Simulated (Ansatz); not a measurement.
This cell of TiTe₂ (CdI2 type) is off equilibrium:

```
CELL_PARAMETERS angstrom
      3.78396     0.00000     0.00000
     -1.89198     3.27701     0.00000
      0.00000     0.00000     6.60161
ATOMIC_POSITIONS crystal
  Ti 0.00000 0.00000 0.10058
  Te 0.33333 0.66667 0.25685
  Te 0.66667 0.33333 0.74315
```

Level of theory: r2SCAN+rVV10 (plane waves to 500 eV, PAW, scalar-relativistic; Ansatz, a quantum-chemistry and plane-wave program). k mesh 11×11×6 (Γ-centred), Fermi-Dirac smearing 0.05 eV. E stands for the smeared free energy. Compression counts positive. With partly filled bands, energies and forces of such displacements shift with the k mesh and the smearing. Spin-orbit coupling is left out, though Te is heavy. TiTe2 is run without spin polarisation. TiTe2 was relaxed with its symmetry unable to fall.

Task: What forces act on the atoms (eV/Å, Cartesian)?

Result: 
| atom | Fx | Fy | Fz |
|---|---|---|---|
| Ti1 | 0.000 | 0.000 | -6.748 |
| Te2 | 0.000 | 0.000 | 4.511 |
| Te3 | 0.000 | 0.000 | 2.237 |

Task: What is the stress tensor (GPa)?

Result: 
```
   14.3      0.0      0.0
    0.0     14.3      0.0
    0.0      0.0      0.5
```
The pressure, a third of the trace, is 9.7 GPa.

Task: In it atom 1 sits (0.000, 0.000, 0.664) Å away from its relaxed site. What is its energy relative to the relaxed cell?

Result: 2400 meV/cell.

(For displaced atoms, the force is minus the slope of the energy, and its curvature is a force constant, which sets phonon frequencies.)
